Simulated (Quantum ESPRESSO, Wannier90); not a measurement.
Wannier functions of Al (hcp (Mg type), model phase)

```xyz
2
Lattice="2.8125 0.0000 0.0000 -1.4062 2.4357 0.0000 0.0000 0.0000 4.8669" Properties=species:S:1:pos:R:3 pbc="T T T"
Al    -1.4062     0.8119    -1.2167
Al     1.4062    -0.8119     1.2167
```

Cell from Materials Project (mp-2647008), symmetrised, no further relaxation. This isn't the element's usual structure (fcc); take it as a model of another phase. Method: LDA plane waves in Quantum ESPRESSO 7.5 (PseudoDojo norm-conserving files, 36 Ry, no spin polarisation, no spin-orbit coupling), Bloch states on a 12×12×6 mesh through Γ, Wannier90 4.0.1. Density: 18×18×10 mesh, cold smearing 0.01 Ry.

Functional, cutoff and mesh named above are those of the base row (1); the first column says what each row takes instead. Model: 8 functions from bands 1-15, start hydrogen-like Al: s;p, disentangled but not localised (num_iter = 0), frozen window tied to the conduction edge or Fermi level of each row, as listed, which moves Ω_I and hoppings a little by itself. Energies are relative to the Fermi level; the misfit is to pw.x on a path, for states up to 1.0 eV relative to the Fermi level. The lattice is scaled uniformly, fractional positions fixed. The disentangled Ω_I can sit in another minimum from row to row.

```
scale  frozen to (eV)  Ω_I (Å²)  rms misfit (meV)  bottom of band 1 (eV)  on-site Al1 pz minus Al1 s (eV)  hopping modulus Al2 px – Al2 px, R = 1 0 0 (eV)  hopping modulus Al1 px – Al1 s, R = 1 0 0 (eV)  hopping modulus Al1 s – Al1 s, R = 1 0 0 (eV)
-----  --------------  --------  ----------------  ---------------------  -------------------------------  -----------------------------------------------  ----------------------------------------------  ---------------------------------------------
0.97             1.50     12.10                19                 -11.67                             5.35                                            2.541                                           1.606                                          0.692
0.99             1.50     12.34                19                 -11.23                             5.37                                            2.443                                           1.515                                          0.652
1                1.50     12.41                18                 -11.02                             5.40                                            2.393                                           1.474                                          0.636
1.01             1.50     12.49                18                 -10.81                             5.40                                            2.331                                           1.432                                          0.622
1.03             1.50     12.67                16                 -10.42                             5.41                                            2.221                                           1.355                                          0.592
```
